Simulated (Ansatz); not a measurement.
Relaxed-ion elastic tensor of CsBr (CsCl type, Pm-3m) in GPa (Voigt order), PBEsol in the plane-wave PAW code Ansatz; density 4.63 g/cm³, 38.17 Å³ per atom.

```tsv
	1	2	3	4	5	6
1	31.1	8.2	8.2	0.0	0.0	0.0
2	8.2	31.1	8.2	0.0	0.0	0.0
3	8.2	8.2	31.1	0.0	0.0	0.0
4	0.0	0.0	0.0	8.3	0.0	0.0
5	0.0	0.0	0.0	0.0	8.3	0.0
6	0.0	0.0	0.0	0.0	0.0	8.3
```

Problem. Is the crystal mechanically stable?

Solution. Yes: the smallest eigenvalue of C is 8.3 GPa.

Problem. Work out the Voigt, Reuss and Hill averages.

Solution. K_V = 15.8, K_R = 15.8, K_H = 15.8; G_V = 9.6, G_R = 9.4, G_H = 9.5 GPa.

Problem. Give Young's modulus, Poisson's ratio, Pugh's ratio and the universal anisotropy index.

Solution. E = 9KG/(3K + G) = 23.7 GPa; ν = 0.25; K/G = 1.67 (near the Pugh limit of 1.75, no verdict); A_U = 5G_V/G_R + K_V/K_R − 6 = 0.13.

Problem. Estimate the sound speeds and the Debye temperature.

Solution. v_l = √((K + 4G/3)/ρ) = 2480 m/s, v_t = √(G/ρ) = 1430 m/s, mean 1590 m/s; Θ = (h/k)(3n/4πV)^(1/3) v_m = 140 K.

Problem. Give the Zener ratio and Young's modulus along [100], [110] and [111].

Solution. A = 2C44/(C11 − C12) = 0.72; 1/E = S11 − 2(S11 − S12 − S44/2)Γ with Γ = 0, 1/4, 1/3 gives 27.7, 22.6, 21.2 GPa.

Problem. Solve the Christoffel equation for the three sound speeds along [100], [110], [111].

Solution. Eigenvalues of C_ijkl n_j n_l equal ρv². In km/s, slowest first: [100] 1.34, 1.34, 2.59; [110] 1.34, 1.58, 2.46; [111] 1.50, 1.50, 2.41.

The cell was relaxed with PBEsol under the symmetry of its start; of distortions, only those at the zone centre were tested. Spin–orbit coupling is left out wherever it is not named.

Potentials: the later of the program's two PAW sets.
